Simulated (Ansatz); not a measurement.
One crystal and one scan (frozen-phonon scan) at two levels, PBE (plane waves to 420 eV, PAW, scalar-relativistic; Ansatz, a first-principles code) and r2SCAN (plane waves to 500 eV, PAW, scalar-relativistic; Ansatz), each from its own relaxed cell and on its own mesh.

The crystal is ZnCu (CsCl type); a phonon pattern at R = (0.5, 0.5, 0.5) is frozen into a 4-atom cell, Q being the largest atomic displacement.

ZnCu is run without spin polarisation. ZnCu was relaxed with its symmetry unable to fall. With partly filled bands, energies and forces of such displacements shift with the k mesh and the smearing. Both scans cover Q from -0.100 to 0.100 Å.

| quantity | run 1 | run 2 |
|---|---|---|
| Lattice constant a (Å) | 2.964 | 2.919 |
| Energy at Q = 0.100 Å (meV/cell) | 62 | 72 |
| Harmonic wavenumber from the curvature (finite differences) (cm⁻¹ (negative: imaginary)) | 159 | 172 |

Q: Which run is which level?

A: Run 1 is PBE, run 2 is r2SCAN. PBE gives the higher value for: lattice constant a. PBE gives the lower value for: energy at Q = 0.100 Å; harmonic wavenumber from the curvature. Both give the same space group of the distorted cell: I4/mmm (No. 139), lowered from Pm-3m.

(For displaced atoms, the force is minus the slope of the energy, and its curvature is a force constant, which sets phonon frequencies.)
